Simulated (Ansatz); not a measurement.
## Property card for RbLuS2

RbLuS$_{2}$:
```
CELL_PARAMETERS angstrom
      1.98753     1.14750     7.63899
     -1.98753     1.14750     7.63899
      0.00000    -2.29501     7.63899
ATOMIC_POSITIONS crystal
  Lu 0.50000 0.50000 0.50000
  S  0.22974 0.22974 0.22974
  S  0.77026 0.77026 0.77026
  Rb 0.00000 0.00000 0.00000
```

Space group R-3m (No. 166); conventional cell a = 3.975 Å, b = 3.975 Å, c = 22.917 Å, α = 90.00°, β = 90.00°, γ = 120.00°.

Method: r²SCAN (plane waves, PAW; program Ansatz). Structure relaxed to zero pressure with the same functional. Other levels are named where they apply.

### Cell and energy

* **Volume per atom**: 26.13 Å³
* **Density**: 5.16 g/cm³
* **Formation energy from the elements (no fitted shifts)**: -2.11 eV/atom

### Electronic structure

Band gap: 2.67 eV (indirect)
Valence-band maximum: at Γ
Conduction-band minimum: at F (3 equivalent valleys)
Smallest direct gap on the standard path: 3.50 eV
Electron effective mass: 0.30, 0.49, 1.6 mₑ (principal values)
Electron effective mass with spin–orbit coupling: 0.30, 0.49, 1.6 mₑ (principal values)
Hole effective mass, band 1 of 2 at the edge: 0.85 along x, 3.0 along z (mₑ)
Hole effective mass, band 2 of 2 at the edge: 0.24 along x, 3.0 along z (mₑ)
Hole effective mass with spin–orbit coupling: 0.37, 0.37, 2.9 mₑ (principal values)
Gap with spin–orbit coupling: 2.62 eV

### Mechanics

* **Bulk modulus (Birch–Murnaghan fit)**: 48.7 GPa
* **Pressure derivative B′**: 4.4

### Charges

* **Bader charges**: Lu +2.01, S -1.40, Rb +0.80 e

The measured cell (COD 4030790; 293 K, pressure taken as ambient) has 26.25 Å³ per atom; the computed volume differs by -0.5 %, which includes thermal expansion and zero-point motion.

The workflow started from an entry of the Crystallography Open Database (COD, 293 K). Its standing as an ambient phase is unchecked. The cell was relaxed with r²SCAN under the symmetry of its start; whether a distortion lowers the energy is not shown. The references are the lowest solids computed at this level, not always the standard phases. Scalar-relativistic: spin–orbit coupling is off unless named, which matters more the heavier the elements.

Potentials: the later of the program's two PAW sets.
